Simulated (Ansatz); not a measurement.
Ge in space group Fd-3m (No. 227; Ge on 16d) under volume change, r²SCAN+D4 in the plane-wave PAW code Ansatz, scaled uniformly.

```csv
V (Å³/atom),E − E(relaxed) (meV/atom),P (GPa)
23.691,40.2,6.00
24.472,16.8,3.65
25.253,4.0,1.67
26.034,0.0,0.00
26.815,3.6,-1.42
27.597,13.5,-2.61
28.378,28.7,-3.62
```

Question: What does a third-order Birch–Murnaghan fit give for V₀, B₀ and B′?

Answer: V₀ = 26.03 Å³/atom, B₀ = 51.2 GPa, B′ = 4.6.

The workflow started from an entry of the Crystallography Open Database (COD). Its sites differ from those of the usual phase in this space group: another stacking or structure type. The r²SCAN+D4 relaxation kept the symmetry of its start; its stability against distortions is not shown here. The volume moved by 132 % from the start of the relaxation.

Potentials: the later of the program's two PAW sets.
